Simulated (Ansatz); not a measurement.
ZnO (wurtzite)

Space group P6₃mc (No. 186); a = b = 3.235 Å, c = 5.211 Å, α = β = 90.00°, γ = 120.00°

```tsv
atom	site	symmetry	x	y	z
Zn	2b	3m.	0.6667	0.3333	0.0024
O	2b	3m.	0.3333	0.6667	0.1228
```

Two coordinates are scanned: the volume, and the ratio of the stretch along z (the conventional c axis) to the stretch across it. Atoms keep their fractional coordinates.

Calculation: r2SCAN (plane waves to 500 eV, PAW, scalar-relativistic; Ansatz, a program for electronic structure). k mesh 12×12×7 (Γ-centred), Fermi-Dirac smearing 0.05 eV. E stands for the smeared free energy. As the atoms are clamped, bonds stretch with the cell, which overstates energies and stresses. ZnO was relaxed with its symmetry unable to fall. ΔE is measured from the relaxed starting cell.

```csv
ΔE (meV/atom),V/V₀ = 0.920,V/V₀ = 0.960,V/V₀ = 1.000,V/V₀ = 1.040,V/V₀ = 1.080
(c/a)/(c/a)₀ = 0.880,169.5,124.8,103.5,…,114.3
(c/a)/(c/a)₀ = 0.940,69.5,35.1,23.1,29.1,49.6
(c/a)/(c/a)₀ = 1.000,41.1,9.5,0.0,8.2,…
(c/a)/(c/a)₀ = 1.060,…,…,18.7,24.7,45.3
(c/a)/(c/a)₀ = 1.120,126.4,85.6,67.8,68.6,…
```

**Question.** Some entries are withheld; supply them.

**Answer.** 
- (c/a)/(c/a)₀ = 0.880, V/V₀ = 1.040: 101.3
- (c/a)/(c/a)₀ = 1.000, V/V₀ = 1.080: 30.8
- (c/a)/(c/a)₀ = 1.060, V/V₀ = 0.920: 64.8
- (c/a)/(c/a)₀ = 1.060, V/V₀ = 0.960: 30.6
- (c/a)/(c/a)₀ = 1.120, V/V₀ = 1.080: 84.4

(A scan under strain: stresses follow from slopes of the energy per volume, elastic moduli from its curvatures.)
